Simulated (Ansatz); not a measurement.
Level of theory: DFT PBE, scalar-relativistic, plane waves, PAW in Ansatz. Cutoff 420 eV, Γ-centred 14×14×14 mesh (6-atom cell), Gaussian smearing of 0.10 eV, no spin polarisation.

Energies over the elements count from the elements' standard structures at the same level (F₂ as a molecule), with no fitted energy shifts.

Question: Suggest a trial structure for a tetragonal metal with formula ZrF2, with a formation energy near −1.63 eV/atom and about 13 Å³ per atom, in a cell of 6 atoms. Its symmetry should be I4_1/amd (No. 141).

Answer: ZrF2, space group I4_1/amd (No. 141). Zr has 8 F at 2.55 Å and 4 Zr at 3.14 Å; F has 2 F at 2.00 Å and 4 Zr at 2.55 Å.

```cif
data_structure
_symmetry_space_group_name_H-M 'P 1'
_symmetry_Int_Tables_number 1
_cell_length_a 5.6128
_cell_length_b 5.6128
_cell_length_c 5.6128
_cell_angle_alpha 138.156
_cell_angle_beta 138.156
_cell_angle_gamma 60.665
_cell_volume 77.85
loop_
_atom_site_label
_atom_site_type_symbol
_atom_site_fract_x
_atom_site_fract_y
_atom_site_fract_z
_atom_site_occupancy
Zr1 Zr 0.25000 0.75000 0.50000 1
Zr2 Zr 0.50000 0.50000 0.00000 1
F1 F 0.37500 0.12500 0.25000 1
F2 F 0.87500 0.12500 0.75000 1
F3 F 0.87500 0.12500 0.25000 1
F4 F 0.87500 0.62500 0.75000 1
```

| Property | Result |
| --- | --- |
| Volume per atom | 12.97 Å³ |
| Density | 5.51 g/cm³ |
| Energy over the elements | −1.63 eV/atom |
| Gap on the 14×14×14 mesh of the 6-atom cell | 0 eV (a metal) |

The structure comes from a generated guess, relaxed at this level; another structure or a mixture of phases may lie lower. The answer needn't be unique; the calculation gave this one.

Symmetry constrained the relaxation, so the result can be a saddle point.
